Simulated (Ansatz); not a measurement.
A geometry of AlOs away from equilibrium: step 2 of the relaxation of a relaxed AlOs cell, doubled along one cell vector, shaken by Gaussian noise of σ = 0.08 Å a coordinate. All values below come from PBEsol (plane waves to 420 eV, PAW, scalar-relativistic; Ansatz, a first-principles code). Γ-centred k-mesh 6×3×12 on the run's cell (coarser than for final values), Fermi–Dirac smearing 0.05 eV. The plane waves were selected for a different cell earlier on the path.

```yaml
crystal:
  lattice:
    - [6.70064, -0.00488, 0.00172]
    - [-6.70910, 11.35006, -0.15694]
    - [0.00067, -0.03472, 2.59474]
  atoms:
    - { symbol: Al, position: [0.99259, 0.29398, 0.83133] }
    - { symbol: Al, position: [0.99164, 0.78848, 0.77728] }
    - { symbol: Al, position: [0.41663, 0.21622, 0.42887] }
    - { symbol: Al, position: [0.40348, 0.71009, 0.55236] }
    - { symbol: Al, position: [0.58823, 0.99323, 0.08304] }
    - { symbol: Al, position: [0.58118, 0.49654, 0.14172] }
    - { symbol: Os, position: [0.01483, 0.11348, 0.82102] }
    - { symbol: Os, position: [0.99637, 0.60556, 0.89140] }
    - { symbol: Os, position: [0.78804, 0.39723, 0.53302] }
    - { symbol: Os, position: [0.78420, 0.89055, 0.46519] }
    - { symbol: Os, position: [0.22763, 0.99690, 0.16275] }
    - { symbol: Os, position: [0.21755, 0.49528, 0.20610] }
```

Problem. Give the Cartesian forces on all atoms (eV/Å).

Solution. 
```csv
atom,Fx,Fy,Fz
Al1,0.17,-0.64,-0.12
Al2,0.04,-0.06,-0.35
Al3,-0.23,-0.30,-0.34
Al4,0.09,0.03,0.21
Al5,-0.04,0.03,-0.28
Al6,-0.06,-0.22,-0.08
Os7,0.23,-0.23,0.12
Os8,0.32,1.34,1.00
Os9,-0.29,-0.99,-0.22
Os10,-0.09,0.04,-0.35
Os11,-0.20,0.18,0.19
Os12,0.05,0.84,0.20
```

The path ends in Pmc2₁ (No. 26). No spin polarisation in the result.

The end of the path is a generated cell of AlOs: the first start was made by a random draw of sites in a space group, and the end was not matched to a known phase here, so it may be hypothetical.
